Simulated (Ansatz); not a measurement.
KS:
```cif
data_K6S6
_chemical_formula_sum 'K6 S6'
_space_group_name_H-M_alt 'P 1'
_space_group_IT_number 1
_cell_length_a 8.45638
_cell_length_b 8.45638
_cell_length_c 5.71780
_cell_angle_alpha 90.000
_cell_angle_beta 90.000
_cell_angle_gamma 120.000
loop_
_space_group_symop_operation_xyz
  'x, y, z'
loop_
_atom_site_label
_atom_site_type_symbol
_atom_site_fract_x
_atom_site_fract_y
_atom_site_fract_z
_atom_site_occupancy
K1 K 0.00000 0.64431 0.50000 1
K2 K 0.64431 0.00000 0.50000 1
K3 K 0.35569 0.35569 0.50000 1
K4 K 0.00000 0.30957 0.00000 1
K5 K 0.30957 0.00000 0.00000 1
K6 K 0.69043 0.69043 0.00000 1
S1 S 0.66667 0.33333 0.18682 1
S2 S 0.66667 0.33333 0.81318 1
S3 S 0.33333 0.66667 0.18682 1
S4 S 0.33333 0.66667 0.81318 1
S5 S 0.00000 0.00000 0.68561 1
S6 S 0.00000 0.00000 0.31439 1
```

Relaxed with PBEsol.

Task: Tabulate the valence density and the electron localisation function along the shortest S–S contact (2.12 Å), DFT-PBEsol in the program Ansatz with PAW potentials.

Result: 

| distance from S (Å) | density (e/Å³) | ELF |
|---|---|---|
| 0.21 | 0.26 | 0.01 |
| 0.32 | 0.56 | 0.07 |
| 0.42 | 0.83 | 0.24 |
| 0.53 | 1.00 | 0.47 |
| 0.64 | 1.06 | 0.65 |
| 0.74 | 1.02 | 0.74 |
| 0.85 | 0.94 | 0.78 |
| 0.96 | 0.88 | 0.78 |
| 1.06 | 0.86 | 0.78 |
| 1.17 | 0.88 | 0.78 |
| 1.27 | 0.94 | 0.78 |
| 1.38 | 1.02 | 0.74 |
| 1.49 | 1.06 | 0.65 |
| 1.59 | 1.00 | 0.47 |
| 1.70 | 0.83 | 0.24 |
| 1.80 | 0.56 | 0.07 |
| 1.91 | 0.26 | 0.01 |

The density is the valence pseudo-density with augmentation charge, so density and ELF within about 1 Å of a nucleus are not all-electron values.

Space group P-62m. The first step of the workflow began from a Materials Project structure, measured or hypothetical; the Crystallography Open Database copy checked does not list it. Its standing as an ambient phase is unchecked. The cell was relaxed with PBEsol under the symmetry of its start; its stability against distortions is not shown here.

Potentials: the later of the program's two PAW sets.
